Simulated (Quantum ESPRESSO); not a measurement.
```xyz
6
Lattice="4.2130 0.0000 0.0000 0.0000 4.2130 0.0000 0.0000 0.0000 20.5000" Properties=species:S:1:pos:R:3 pbc="T T T"
H      0.0000     2.1065     0.0000
H      2.1065     0.0000     0.0000
Sr     0.0000     0.0000     1.2938
Sr     2.1065     2.1065    -1.2938
I      2.1065     2.1065     2.8230
I      0.0000     0.0000    -2.8230
```

The layer was cut from Materials Project entry mp-24205 and relaxed with PBEsol in a cell 20.5 Å high, with the Coulomb interaction truncated along z.

Task: What does norm-conserving PBEsol (Quantum ESPRESSO, 72 Ry, scalar-relativistic) give for the electronic structure near the Fermi level?

Result: The PBEsol gap is indirect, 3.75 eV, from 80 % of the way from M to Γ to Γ; the smallest direct gap is 3.89 eV. The valence-band maximum lies 6.34 eV below the vacuum level. Spin-orbit coupling is left out, which matters for elements this heavy: edges can move by tenths of an eV.

This is a model layer cut from the bulk structure; whether it is stable on its own was not checked.
